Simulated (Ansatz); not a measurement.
GaPd3C (anti-perovskite, Pm-3m) at seven volumes, the program Ansatz at the r²SCAN level (PAW), scaled uniformly. One row is withheld.

```json
[
 {"V (Å³/atom)": "12.681", "P (GPa)": "21.34"},
 {"V (Å³/atom)": "13.099", "P (GPa)": "12.91"},
 {"V (Å³/atom)": "13.517", "P (GPa)": "?"},
 {"V (Å³/atom)": "13.935", "P (GPa)": "0.00"},
 {"V (Å³/atom)": "14.353", "P (GPa)": "-4.89"},
 {"V (Å³/atom)": "14.771", "P (GPa)": "-8.95"},
 {"V (Å³/atom)": "15.189", "P (GPa)": "-12.30"}
]
```

### Question
Fit the shown pressures and predict the withheld one.

### Answer
Third-order Birch–Murnaghan: P = (3/2)B₀(x^(7/2) − x^(5/2))[1 + (3/4)(B′ − 4)(x − 1)] with x = (V₀/V)^(2/3). Least squares on the six rows gives V₀ = 13.935 Å³/atom, B₀ = 177.9 GPa, B′ = 5.10. At V = 13.517, x = 1.0205 and P = 5.86 GPa. The run itself gave 5.87 GPa.

The start of the workflow was typed in or built on a structure type; neither database checked (COD, Materials Project) lists it. Whether it is the stable phase at ambient conditions was not checked. The cell was relaxed with r²SCAN under the symmetry of its start; whether a distortion lowers the energy is not shown. No spin polarisation was allowed. Spin–orbit coupling is left out wherever it is not named.

Potentials: the earlier of the program's two PAW sets. The files were generated under PBE; for other functionals the program regenerates the frozen cores, and for LDA and PBEsol the local potential too.
